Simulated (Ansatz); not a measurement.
A geometry of Mo away from equilibrium: step 2 of the relaxation of a relaxed Mo cell, doubled along one cell vector, shaken by Gaussian noise of σ = 0.08 Å a coordinate. Computed with PBE (plane waves to 420 eV, PAW, scalar-relativistic; Ansatz, an electronic-structure program). Γ-centred k-mesh 12×6×12 on the run's cell (coarser than for final values), Fermi–Dirac smearing 0.05 eV. The plane waves were selected for a different cell earlier on the path.

```xyz
2
Lattice="2.6199 -0.0284 -0.0046 -0.0568 5.0481 -0.0241 -0.0046 -0.0121 2.6180" Properties=species:S:1:pos:R:3 pbc="T T T"
Mo    -0.3571    -0.0276    -0.1313
Mo     0.0434     2.4426     0.0362
```

**Question.** What forces act on the atoms (eV/Å)?

**Answer.** 
```csv
atom,Fx,Fy,Fz
Mo1,-0.86,-0.65,-0.54
Mo2,0.86,0.65,0.54
```

The path ends in Im-3m (No. 229) (bcc (W type)). No spin polarisation in the result.

The run could not lose the symmetry of its start.

Of the parent cell (Pm-3m (No. 221)): it is a generated cell of Mo: the first start was made by placing the elements on the sites of a structure type, and the end was not matched to a known phase here, so it may be hypothetical. Known forms of Mo include space group No. 229.
